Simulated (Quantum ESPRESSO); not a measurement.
## Band energies of GaBi

```
GaBi
1.0
    0.00000     3.16916     3.16916
    3.16916     0.00000     3.16916
    3.16916     3.16916     0.00000
Ga Bi
1 1
Direct
  0.75000   0.75000   0.75000
  0.00000   0.00000   0.00000
```

PBEsol (Quantum ESPRESSO, PseudoDojo norm-conserving, 80 Ry, with spin-orbit coupling); path ΓXWKΓLUWLK,UX; energies in eV from the Fermi level.

```csv
k (1/Å),point,band 28,band 29,band 30,band 31,band 32,band 33,band 34,band 35
0.00,Γ,0.69,0.69,0.69,2.54,2.54,2.89,2.89,2.89
0.22,,0.03,1.22,1.22,2.20,2.20,3.38,3.38,3.69
0.55,,-1.31,1.07,1.07,2.06,2.06,5.23,5.23,6.00
0.77,,-1.86,0.81,0.81,1.45,1.45,6.52,6.52,7.59
0.99,X,-2.04,0.90,0.90,1.00,1.00,7.29,7.29,8.54
1.12,,-2.16,0.96,1.23,1.26,1.33,6.78,7.15,7.87
1.36,,-2.60,2.14,2.78,2.84,3.06,4.93,5.11,5.48
1.49,W,-2.68,2.59,3.53,3.62,3.91,4.17,4.46,4.60
1.72,,-2.09,1.40,1.74,3.28,3.78,5.26,5.51,5.89
1.84,K,-1.94,1.15,1.23,3.26,3.75,5.56,5.93,6.42
1.94,,-1.73,1.26,1.39,4.13,4.83,5.21,5.41,5.78
2.26,,-0.83,1.27,1.63,3.72,3.80,4.30,4.31,4.62
2.47,,-0.20,0.98,1.35,3.03,3.16,3.46,3.48,4.45
2.78,,0.58,0.72,0.75,2.56,2.63,2.89,2.91,3.03
2.89,Γ,0.69,0.69,0.69,2.54,2.54,2.89,2.89,2.89
3.00,,0.60,0.68,0.68,2.62,2.62,2.96,2.96,2.99
3.32,,-0.08,0.19,0.19,3.32,3.32,3.76,3.79,4.64
3.53,,-0.43,-0.15,-0.15,3.55,3.55,3.89,3.91,6.09
3.75,L,-0.56,-0.26,-0.26,3.57,3.57,3.88,3.88,5.94
3.85,,-0.84,0.13,0.38,3.51,3.56,3.92,3.93,6.07
4.05,,-1.38,1.14,1.42,3.51,3.63,4.70,4.72,5.87
4.35,U,-1.94,1.15,1.23,3.26,3.75,5.56,5.93,6.42
4.59,,-2.44,2.15,2.73,3.37,3.84,4.71,4.76,5.12
4.70,W,-2.68,2.59,3.53,3.62,3.91,4.17,4.46,4.60
4.88,,-2.17,2.17,2.88,3.42,3.70,4.48,4.99,5.15
5.06,,-1.53,1.47,2.01,3.17,3.45,4.74,5.33,5.78
5.32,,-0.80,0.05,0.29,3.51,3.59,3.86,3.94,6.04
5.41,L,-0.56,-0.26,-0.26,3.57,3.57,3.88,3.88,5.94
5.49,,-0.80,0.04,0.28,3.53,3.58,3.90,3.91,6.03
5.75,,-1.49,1.23,1.46,3.62,3.85,4.92,4.96,5.68
5.93,,-1.83,1.21,1.32,3.71,4.30,5.25,5.45,6.06
6.01,K,-1.94,1.15,1.23,3.26,3.75,5.56,5.93,6.42
6.01,U,-1.94,1.15,1.23,3.26,3.75,5.56,5.93,6.42
6.10,,-2.06,1.05,1.12,2.40,2.79,6.02,6.47,6.99
6.36,X,-2.04,0.90,0.90,1.00,1.00,7.29,7.29,8.54
```

A metal at this level: along this path bands 27, 28, 29, 30 cross the Fermi level.

Geometry relaxed with PBEsol.

The structure is a Materials Project entry; no match was found in the copy of COD used, and its stability was not checked.
